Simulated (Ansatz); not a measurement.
Li (hcp (Mg type), P6_3/mmc) at seven volumes, r²SCAN (plane waves, PAW; program Ansatz), shape and atoms relaxed at each. One row is withheld.

```
V (Å³/atom)  P (GPa)
-----------  -------
19.070          1.44
19.698          0.89
20.327          0.42
20.956          0.00
21.584         -0.37
22.213         -0.69
22.842             ?
```

Problem. Fit the shown pressures and predict the withheld one.

Solution. P = (3/2)B₀(x^(7/2) − x^(5/2))[1 + (3/4)(B′ − 4)(x − 1)] with x = (V₀/V)^(2/3). Least squares on the six rows gives V₀ = 20.954 Å³/atom, B₀ = 13.1 GPa, B′ = 3.36. At V = 22.842, x = 0.9441 and P = -0.98 GPa. The run itself gave -0.97 GPa.

The first step of the workflow began from a Materials Project structure, measured or hypothetical; the Crystallography Open Database files this formula in space group No. 194, but the cells were not matched. It is not the phase usual at ambient conditions (space group No. 229). Symmetry was held in the r²SCAN relaxation; of distortions, only those at the zone centre were tested.

Potentials: the earlier of the program's two PAW sets.
